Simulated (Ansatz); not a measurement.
Data:

Relaxed Al₂Cu (Al2Cu type, space group I4/mcm):

```
CELL_PARAMETERS angstrom
     -3.02979     3.02979     2.43726
      3.02979    -3.02979     2.43726
      3.02979     3.02979    -2.43726
ATOMIC_POSITIONS crystal
  Al 0.65828 0.15828 0.81655
  Al 0.84172 0.65828 0.50000
  Al 0.15828 0.34172 0.50000
  Al 0.34172 0.84172 0.18345
  Cu 0.25000 0.25000 0.00000
  Cu 0.75000 0.75000 0.00000
```

Scan: atom 1 (Al, nearest neighbour Cu at 2.587 Å; its periodic images, 4.9 Å or more away, move with it) is displaced towards the nearest neighbour, direction (-0.371, 0.800, -0.471) in Cartesian axes, by s. The other atoms stay.

Computed with PBE (plane waves to 420 eV, PAW, scalar-relativistic; Ansatz, a first-principles code). k mesh 10×10×10 (Γ-centred), Fermi-Dirac smearing 0.05 eV. E stands for the smeared free energy. With partly filled bands, energies and forces of such displacements shift with the k mesh and the smearing. Al2Cu is run without spin polarisation. Al2Cu was relaxed with its symmetry unable to fall. The zero of ΔE is the undisplaced structure.

The scan covers s from -0.260 to 0.260 Å in 11 points.

Problem. Is the energy the same for displacements of ±0.260 Å, and if not, which side lies higher?

Solution. Not even: the positive side lies higher at ±0.260 Å. With its periodic images moving along, the atom's site symmetry in this cell is mm2.

Problem. What is the force constant k = d²E/ds² of this move at s = 0?

Solution. 5.40 eV/Å².

(For displaced atoms, the force is minus the slope of the energy, and its curvature is a force constant, which sets phonon frequencies.)
